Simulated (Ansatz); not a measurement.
Ansatz (a first-principles code) input:

Ansatz 0.2 input:
```yaml
crystal:
  lattice:
    - [3.8070770178, 0.0, 0.0]
    - [-1.9035385089, 3.2970254116, 0.0]
    - [0.0, 0.0, 6.2465771111]
  atoms:
    - { symbol: Zn, position: [0.3333333333, 0.6666666667, 0.0003454019] }
    - { symbol: Zn, position: [0.6666666667, 0.3333333333, 0.5003454019] }
    - { symbol: S, position: [0.3333333333, 0.6666666667, 0.3746545981] }
    - { symbol: S, position: [0.6666666667, 0.3333333333, 0.8746545981] }
kpoints:
  mp_grid: { grid: [8, 8, 5] }
hamiltonian:
  xc: r2scan
  pseudopotentials: { azcp: { folder: ./paw }, kind: paw }
scf:
  occupations: { method: fixed }
checkpoint: { read: static.run }
output: { write_density: true, elf: true, volumetric_format: npy }
basis: { fft_grid_basis: typed }
```

Output (shortened):

```
Pseudopotential: Zn, paw, valence charge 12
Pseudopotential: S, paw, valence charge 6
Functional definition: r2SCAN
Crystal: 4 atoms, lattice volume = 78.407 Å³
Basis set: ecut = 500 eV, 1973 PW (Γ), exchange–correlation on 120×120×192 points (64 copies of the dense FFT grid, shifted against one another)
Bands: 22, of which v1, the nominal top of the filled ones, is band 18 counted from 1 (17 counted from 0)
Symmetry: 12 space group operations
Space group: P63mc (ITA 186), of the structure as read, at distance tolerance 4.3e-5 Å
k-points: 30 of 320 (time reversal used)
Stability of the state it starts from, as read at its close in the unpolarized treatment …
iter 1 solved again at ethr=1.00e-7 eV; its pass at ethr=3.10e-3 eV (dr2=3.62e-5 eV) is discarded
SCF iter   1: F=—  HF=-8466.894107 eV  |F-HF|=—  |Δ(HF+E_count)|=         —  Δρ=1.20e-6  dr2=6.01e-10  dr2_τ=1.13e-11  ethr=1.00e-7  ⟨swp⟩=4.1  Hψ=5459  notcnv=0  defer=60
preconditioner: auto → Resta (q_TF=auto, 2.396 Å⁻¹)
SCF iter   2: F=-8466.894107 eV  HF=-8466.894107 eV  |F-HF|=4.82e-10  |Δ(HF+E_count)|=   8.82e-8  Δρ=1.14e-6  dr2=4.74e-10  dr2_τ=1.50e-11  ethr=1.67e-12  ⟨swp⟩=9.8  Hψ=4150  notcnv=0
SCF 1 converged in 2 iterations: F = -8466.894107 eV  dr2 = 4.74e-10
SCF converged after 2 iterations
Free energy (F): -8466.894107 eV
Harris-Foulkes:  -8466.894107 eV  (|F-HF|=4.82e-10)
Internal energy: -8466.894107 eV  (E = F + TS)
E sigma→0 (E₀):  -8466.894107 eV
Fermi energy:    5.594162 eV
--- Per-component energies (eV) ---
  E_band       = -3.583137
  E_kinetic    = 503.632436
  E_local      = -4547.029748  (includes V_loc(G=0)·N_el)
  E_nonlocal   = 1721.696653
  E_hartree    = 1739.176180
  E_xc         = -307.815749
  E_vxc        = -280.827396  (∫ρ·V_xc dr)
  E_paw        = -5066.824397  (= ΣΔE_a)
  E_vpaw       = -893.028314  (= ΣTr[D̂ρ^β])
  E_aug_tail   = 0.000144  (compensation charges beyond the density's cutoff)
  E_vtau       = 13.619295  (kinetic-family band-sum trace: ∫τ·v_τ [+ j·A + Jᵃ·Aᵃ] dr)
  E_ewald      = -2509.144857
  E_core_change = -0.584767  (= ΣΔE_core)
  E_smearing   =  0.000000  (= −TS)
  E_closure    = 0.000000  (closes the sum)
  Σ components = -8466.894107   (vs F -8466.894107, Δ=0.00e0)
  [band-id]    e_kinetic+e_local+e_nonlocal+2·e_hartree+e_vxc+e_vpaw+e_augmentation_tail+e_vtau = -3.584572   (vs E_band -3.583137, Δ=-1.43e-3)
--- Band table (eV; the first three rows and the last of 30) ---
  k-point 0: bands = ["-8.1613", "-7.1916", "-0.9390", "-0.9245", "-0.9245", "-0.8347", "-0.8347", "-0.4390", "-0.4390", "-0.3616", "-0.3616", "-0.2058", "0.1279", "4.6735", "4.6735", "5.5096", "5.5942", "5.5942", "8.3662", "9.1983", "12.3625", "12.3625"]
  k-point 1: bands = ["-8.0817", "-7.3005", "-0.9428", "-0.9185", "-0.9185", "-0.8460", "-0.8460", "-0.5973", "-0.4297", "-0.4297", "-0.3670", "-0.3670", "0.8565", "4.7550", "4.7550", "4.7595", "5.4987", "5.4987", "9.0046", "9.3027", "12.3864", "12.4179"]
  k-point 2: bands = ["-7.8625", "-7.5660", "-0.9331", "-0.9002", "-0.9002", "-0.8727", "-0.8727", "-0.8484", "-0.4072", "-0.4072", "-0.3832", "-0.3832", "2.0277", "3.3971", "4.9738", "4.9738", "5.2573", "5.2573", "9.5685", "9.6807", "12.4620", "12.6337"]
  k-point 29: bands = ["-6.9742", "-6.9289", "-0.8252", "-0.7810", "-0.7689", "-0.6894", "-0.5504", "-0.5407", "-0.4189", "-0.4187", "-0.1192", "-0.0744", "0.7241", "0.8677", "2.3859", "2.9082", "3.9681", "4.2002", "10.4278", "10.7684", "11.8630", "12.4973"]
```

Cost: very roughly 5 core-seconds on shared cores.

Space group P6_3mc (wurtzite). Symmetry was held in the r²SCAN relaxation.

Potentials: the earlier of the program's two PAW sets. The files were generated under PBE; for other functionals the program regenerates the frozen cores, and for LDA and PBEsol the local potential too.

Ansatz is a plane-wave DFT program.
